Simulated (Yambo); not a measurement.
```
CELL_PARAMETERS angstrom
      0.00000     2.71614     2.71614
      2.71614     0.00000     2.71614
      2.71614     2.71614     0.00000
ATOMIC_POSITIONS crystal
  Si 0.75000 0.75000 0.75000
  Si 0.50000 0.50000 0.50000
```

Si (diamond, space group Fd-3m, No. 227): G0W0@PBEsol in Yambo (4×4×4 Γ-centred k mesh, 148 bands and a 14 Ry block in the screening, 148 bands in G with the Bruneval-Gonze terminator, plasmon pole fitted at 27.2 eV) on wavefunctions from Quantum ESPRESSO. With the symmetry operations that carry no fractional translation, the mesh has 8 irreducible k points, and the gap Γ → X is 1.338 eV.

Problem. What changes when point-group symmetry is switched off and time reversal alone is kept?

Solution. The mesh then has 36 irreducible points. The exact result doesn't change; the run gives 1.336 eV, and the difference is numerical residue, whose source wasn't traced. Rough time against the symmetric run: about 4× for the empty bands, within a factor of two for Yambo (3 states against 4).

Geometry relaxed with PBEsol.
